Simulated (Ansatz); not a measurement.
# Ca3Si4Ir4 squeezed and stretched

A database entry relaxed whole under r2SCAN (I-43m):

```
Ca Si Ir
1.0
    -3.71158    3.71158    3.71158
     3.71158   -3.71158    3.71158
     3.71158    3.71158   -3.71158
Ca Si Ir
3 4 4
Cartesian
  3.7116 0.0000 0.0000
  0.0000 3.7116 0.0000
  0.0000 0.0000 3.7116
  2.3491 2.3491 2.3491
  -1.3625 1.3625 1.3625
  1.3625 1.3625 -1.3625
  1.3625 -1.3625 1.3625
  1.0298 1.0298 1.0298
  -2.6818 2.6818 2.6818
  2.6818 2.6818 -2.6818
  2.6818 -2.6818 2.6818
```

The cell was scaled uniformly, its shape held, and the atoms relaxed at each volume with plane-wave PAW DFT (Ansatz 0.2.0; r2SCAN, 500 eV, 7×7×7 Γ-centred mesh, fermi-dirac occupations of width 0.100 eV; no spin, no spin-orbit coupling). One row is withheld.

| volume (Å³/atom) | energy over the lowest (meV/atom) | pressure (GPa) |
| --- | --- | --- |
| 17.477 | 33.4 | 10.24 |
| 17.849 | 14.2 | 6.45 |
| 18.221 | 3.4 | 3.05 |
| 18.593 | 0.0 | -0.01 |
| 18.965 | 3.3 | -2.74 |
| 19.337 | ? | ? |
| 19.708 | 27.3 | -7.37 |

Question: Fit the pressures of the other rows to the third-order Birch-Murnaghan form.

Answer: With f = [(V₀/V)^(2/3) − 1]/2 and P = 3B₀f(1 + 2f)^(5/2)[1 + 3(B₀′ − 4)f/2], least squares gives V₀ = 18.59 Å³ an atom, B₀ = 144 GPa and B₀′ = 4.5; the rows miss the fit by less than 0.01 GPa. The slope of the energies differs from these pressures by less than 0.05 GPa.

Question: What does the withheld row hold?

Answer: The fit gives -5.18 GPa at 19.337 Å³; the run gave -5.18 GPa and 12.7 meV an atom.

Caveats: the shape of the cell was held; 0 K, fixed nuclei; the symmetry was kept, and this need not be the phase that is stable at 0 K; one mesh for all volumes; every run is gapless at this level; pressure is positive in compression.
